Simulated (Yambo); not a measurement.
A G0W0@LDA run in Yambo for Sr₂CuBrO₂ (space group R-3m, No. 166) (4×4×4 Γ-centred k mesh, bands 5 to 149 and a 6 Ry block in the screening, 149 bands in G with the Bruneval-Gonze terminator, plasmon pole fitted at 27.2 eV) gives these matrix elements, in eV, at the band edges (L → Γ):

| state | E0 | <Vxc> | <Σx> | <Σc(E0)> | Z |
|---|---|---|---|---|---|
| valence edge | 0.000 | -27.266 | -34.866 | 6.312 | 0.745 |
| conduction edge | 2.199 | -15.896 | -12.223 | -2.636 | 0.816 |

Solve the linearised quasiparticle equation for both states, give the gap, and say how exchange and correlation each act on it.

E = E0 + Z(Σx + Σc − Vxc). Valence: 0.000 + 0.745 × (-34.866 + (6.312) − (-27.266)) = -0.96 eV. Conduction: 2.199 + 0.816 × (-12.223 + (-2.636) − (-15.896)) = 3.04 eV. The gap is 4.01 eV, against 2.20 eV in LDA. Replacing Vxc by bare exchange alone would open it by 11.27 eV; correlation takes back 8.95 eV of that, and Z scales what is left. Convergence of the G0W0 settings was not tested. Oxides, nitrides and fluorides with a shallow 3d shell are known to need far more bands and larger blocks. Spin-orbit splittings are left out. The filled Cu 3d shell has no Hubbard U; semilocal functionals place it too high.

Geometry of the Materials Project entry, not relaxed at this level; primitive cell a = b = c = 9.728 Å, α = β = γ = 24.01°.
